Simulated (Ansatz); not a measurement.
Perovskite alloy of BaZrO3 and BaHfO3 (3 of 8 Zr sites exchanged), 40 atoms

Ansatz, PAW, plane waves. PBEsol relaxation of volume and atoms (shape held) at the single k point (¼, ¼, ¼) without its symmetry partners; single points on the relaxed atoms at the Γ point alone, onto which points of the small cell's zone fold. Arrangement: quasirandom. No spin–orbit coupling unless named.

Relaxed structure:

```
Ba Zr Hf O
1.0
     8.34329    0.00000    0.00000
     0.00000    8.34329    0.00000
     0.00000    0.00000    8.34329
Ba Zr Hf O
8 5 3 24
Direct
  0.99961 0.00046 0.99903
  0.99928 0.00026 0.50028
  0.99947 0.50006 0.99914
  0.99977 0.50018 0.49996
  0.49994 0.00054 0.99938
  0.49994 0.00032 0.49983
  0.50001 0.50000 0.99897
  0.49956 0.49998 0.50006
  0.24952 0.25022 0.24958
  0.24965 0.75020 0.24944
  0.24960 0.75017 0.74953
  0.74962 0.25012 0.24954
  0.74967 0.75006 0.24958
  0.24964 0.25013 0.74958
  0.74964 0.25031 0.74947
  0.74953 0.75027 0.74957
  0.25390 0.25232 0.99849
  0.24557 0.24807 0.50040
  0.24429 0.74770 0.99937
  0.25456 0.75223 0.49979
  0.74550 0.24805 0.99843
  0.75387 0.25169 0.50045
  0.75455 0.75185 0.99858
  0.74456 0.74829 0.50051
  0.99955 0.24809 0.24485
  0.99967 0.25123 0.75343
  0.99945 0.75258 0.25485
  0.99877 0.74856 0.74460
  0.49970 0.25260 0.25358
  0.49976 0.24867 0.74530
  0.49964 0.74816 0.24446
  0.50053 0.75114 0.75452
  0.25160 0.00030 0.24735
  0.24844 0.00091 0.75145
  0.24732 0.50014 0.25170
  0.25088 0.49922 0.74749
  0.74726 0.00028 0.25116
  0.75090 0.00009 0.74778
  0.75141 0.50013 0.24770
  0.74856 0.49992 0.75113
```

Question: What are the mean bond lengths by pair (pairs within 1.2 times the sum of covalent radii, less contacts 15 % beyond the pair's median; cation–cation pairs of compounds aside; long ionic contacts are cut short by that bound)?

Answer: Ba–O 2.950 ± 0.026 Å (standard deviation, 96 bonds); Hf–O 2.082 ± 0.004 Å (standard deviation, 18 bonds); O–Zr 2.089 ± 0.004 Å (standard deviation, 30 bonds).

Question: What gap lies between the top filled and the lowest empty level in the single points?

Answer: HSE06 4.68 eV (110 s on 7 threads of Neoverse-V2).
